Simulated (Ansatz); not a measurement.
**SiSn2Se4: computed properties**

The calculation used DFT PBE, scalar-relativistic, plane waves, PAW (Ansatz 0.2.0).

Plane waves to 420 eV, a k mesh through Γ of 12×12×12 on the computed 7-atom cell and Gaussian smearing (0.10 eV); no spin polarisation.

The structure is relaxed at this level of theory with its symmetry kept, and needn't be the ground state of this composition.

Space group I4/mmm (No. 139), tetragonal, a = 4.877 Å, c = 14.790 Å. Around Si lie 6 Se at 2.44–2.50 Å; Sn has 1 Se at 2.90 Å, 4 Se at 3.15 Å and 4 Se at 3.48 Å; Se on a site of symmetry 4mm has 1 Si at 2.50 Å, 1 Sn at 2.90 Å, 4 Sn at 3.48 Å and 4 Se at 3.49 Å; Se on a site of symmetry mmm has 2 Si at 2.44 Å and 4 Sn at 3.15 Å.

| Property | Result |
| --- | --- |
| Volume per atom | 25.13 Å³ |
| Formation energy from the elements' standard states (uncorrected) | -0.107 eV/atom |
| Kohn–Sham band gap | none (metal) |
| Density of states at the Fermi level | 2.7 states/eV per cell |
| Orbital (Löwdin) character within 0.5 eV of the Fermi level | Se 4p 77 %, Sn 5p 9 % |
| Bader charge by site (e) | Si (1 in the cell) 1.34, Sn (2 in the cell) 0.96, Se (2 in the cell) -0.78, Se (2 in the cell) -0.84 |

The cell was found from a structure generator's guess, not taken from experiment. Löwdin shares on free-atom orbitals overweight diffuse shells.
